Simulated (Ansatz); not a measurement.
Nb$_{2}$PC in space group P6_3/mmc (No. 194; Nb on 4f, P on 2d, C on 2a) at seven volumes, the program Ansatz at the PBEsol level (PAW), shape and atoms relaxed at each. One row is withheld.

| V (Å³/atom) | P (GPa) |
|---|---|
| 12.122 | 27.74 |
| 12.521 | 16.99 |
| 12.921 | 7.81 |
| 13.321 | 0.00 |
| 13.720 | -6.61 |
| 14.120 | ? |
| 14.519 | -17.06 |

Question: Fit the shown pressures and predict the withheld one.

Answer: Third-order Birch–Murnaghan: P = (3/2)B₀(x^(7/2) − x^(5/2))[1 + (3/4)(B′ − 4)(x − 1)] with x = (V₀/V)^(2/3). Least squares on the six rows gives V₀ = 13.322 Å³/atom, B₀ = 239.1 GPa, B′ = 4.37. At V = 14.120, x = 0.9620 and P = -12.25 GPa. The run itself gave -12.24 GPa.

The first step of the workflow began from a Materials Project structure, measured or hypothetical; the Crystallography Open Database copy checked does not list it. Whether it is the stable phase at ambient conditions was not checked. Symmetry was held in the PBEsol relaxation; its stability against distortions is not shown here. The run is not spin-polarised.

Potentials: the later of the program's two PAW sets.
